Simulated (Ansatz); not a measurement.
Insulators between wires: low permittivity against stiffness

Screening note. An insulator between metal lines should have a low permittivity, for speed and power, yet be stiff enough to survive polishing and packaging.

The reference row is α-quartz SiO2. Parallel walls 20 nm apart; fringing fields ignored.

**Data**

Where the numbers come from (Ansatz, a plane-wave PAW program): ε₀, ε∞: LDA, linear response, mean over directions (which differ by under 30 %); Young's modulus: r²SCAN, elastic tensor, Hill average; density: r²SCAN, relaxed cell; gap: r²SCAN.

Working rules: C/A = 8.854 ε₀/spacing in nm, in fF/μm²; delay and switching energy scale with C; ionic share = (ε₀ − ε∞)/ε₀.

| crystal | ε₀ (static) | ε∞ | Young's modulus (GPa) | density (g/cm³) | E_g (eV) | capacitance (fF/μm²) | RC delay (relative) | ionic share (%) |
|---|---|---|---|---|---|---|---|---|
| NaF (rock salt) | 4.65 | 1.93 | 87.3 | 2.88 | 7.28 | 2.059 | 0.98 | 58 |
| α-quartz SiO2, reference | 4.75 | 2.54 | 95.7 | 2.64 | 6.60 | 2.103 | 1.00 | 47 |
| KF (rock salt) | 5.43 | 2.10 | 46.4 | 2.57 | 6.91 | 2.404 | 1.14 | 61 |
| KBr (rock salt) | 4.84 | 2.76 | 22.0 | 2.74 | 5.07 | 2.143 | 1.02 | 43 |
| NaCl (rock salt) | 5.47 | 2.67 | 42.5 | 2.20 | 5.97 | 2.422 | 1.15 | 51 |
| KCl (rock salt) | 4.74 | 2.51 | 26.5 | 1.99 | 5.83 | 2.098 | 1.00 | 47 |
| α-cristobalite SiO2 | 4.12 | 2.32 | 65.1 | 2.32 | 6.34 | 1.824 | 0.87 | 44 |

Runs started from generated or typed cells of the structure named: NaCl. Spin–orbit coupling is left out unless named; in separate runs it moves the gap by KBr −0.16 eV (r²SCAN).

**Worked example**

For NaCl, step by step:

- C/A = 8.854 × 5.47/20 = 2.422 fF/μm²
- relative RC delay: 2.422/2.103 = 1.15
- ionic share: 100 × (5.47 − 2.67)/5.47 = 51 %

**Result**

By relative RC delay (lowest first): α-cristobalite SiO2 (0.87 ± 0.10) ≈ NaF (0.98 ± 0.12) ≈ α-quartz SiO2 (1.00 ± 0.12) ≈ KCl (1.00 ± 0.12) ≈ KBr (1.02 ± 0.12) ≈ KF (1.14 ± 0.14) ≈ NaCl (1.15 ± 0.14). The ± follows from allowances picked for this note (ε₀ 12 %), carried to first order and added in quadrature, each row's own inputs moving alone; ≈ joins neighbours closer than their two ± added in quadrature. 0 of the 6 others clearly beat the reference on this figure.

The usual expectation is that Young's modulus rises with density (open frameworks lose stiffness along with density). These rows show that weakly (rank correlation 0.36 over 7 rows); without KBr it is 0.89.

**Caveats**

Moisture uptake, copper diffusion and film growth decide in practice and are not computed. Semilocal gaps as a rule run well under measured ones, by shares that differ from crystal to crystal. Crystals of Pb, Bi, Tl or Hg, those whose gap spin–orbit coupling moves by over 0.3 eV, and those of Te, I or Sb with no such test at hand were not drawn. Where several phases of a formula are at hand, those over 0.1 eV/atom above the lowest were not drawn (by r²SCAN where it compared them, else by the largest value; a layered or molecular lowest phase counts only with a dispersion term); other phases could lie lower still. The rows are a sample of insulators with ε₀ under 5.5, picked without regard to agreement with measurement. Limits of the draw: gap over 3 eV, ε₀ under 5.5; for ε, a gap over 0.5 eV at its level, values under 300, no layered crystals; for moduli and speeds, an anisotropy index under 2.5, no layered crystals; no unfamiliar magnets, and cubic perovskites only if shown or known to be stable. As a rule kept out of such tables: 4f compounds, open-shell compounds run without a Hubbard term, cells found unstable in the tests at hand, cells close to a higher symmetry, and runs set to a pressure or over 12 % in volume from the crystal's fullest run.
